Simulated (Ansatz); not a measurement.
Starting cell, AlBO$_{3}$ (space group R-3c):

```
CELL_PARAMETERS angstrom
      2.21901     1.28115     4.52168
     -2.21901     1.28115     4.52168
      0.00000    -2.56230     4.52168
ATOMIC_POSITIONS crystal
  Al 0.50000 0.50000 0.50000
  Al 0.00000 0.00000 0.00000
  B  0.75000 0.75000 0.75000
  B  0.25000 0.25000 0.25000
  O  0.75000 0.44083 0.05917
  O  0.25000 0.55917 0.94083
  O  0.05917 0.75000 0.44083
  O  0.94083 0.25000 0.55917
  O  0.44083 0.05917 0.75000
  O  0.55917 0.94083 0.25000
```

A phonon eigenvector at Γ is frozen into this cell: atom i moves by Q times the vector below, so Q is the largest atomic displacement, in Å. The cell is held.

```tsv
atom	x	y	z
B3	0.000	0.000	1.000
B4	0.000	0.000	-1.000
O5	0.150	0.087	-0.539
O6	-0.150	-0.087	0.539
O7	-0.150	0.087	-0.539
O8	0.150	-0.087	0.539
O9	0.000	-0.173	-0.539
O10	0.000	0.173	0.539
```

Atoms not listed stay in place.

All values below come from LDA (plane waves to 420 eV, PAW, scalar-relativistic; Ansatz, a quantum-chemistry and plane-wave program). k mesh 9×9×9 (Γ-centred), Fermi-Dirac smearing 0.05 eV. The energy includes the smearing's −TS. AlBO3 was relaxed with its symmetry unable to fall. ΔE is measured from the undisplaced structure.

```
Q (Å)    ΔE (meV/cell)
-------  -------------
-0.2800           4143
-0.2333           2867
-0.1867           1827
-0.1400           1023
-0.0933       withheld
-0.0467            113
0.0000               0
0.0467             113
0.0933        withheld
0.1400            1023
0.1867            1827
0.2333            2867
0.2800            4143
```

Problem. Fit an even polynomial form (powers 2, 4, 6) to the given rows and predict ΔE at Q = 0.0933.

Solution. Least squares on the 11 given rows: ΔE = (51770)·Q² + (22830)·Q⁴ + (-116900)·Q⁶, in meV/cell with Q in Å; root-mean-square residual 0.3 meV/cell. At 0.0933 the fit gives 452 meV/cell; the calculation gives 453 meV/cell, so the interpolation is off by -1 (-0.2 %). The quadratic term alone would give 451 meV/cell.

(For displaced atoms, the force is minus the slope of the energy, and its curvature is a force constant, which sets phonon frequencies.)
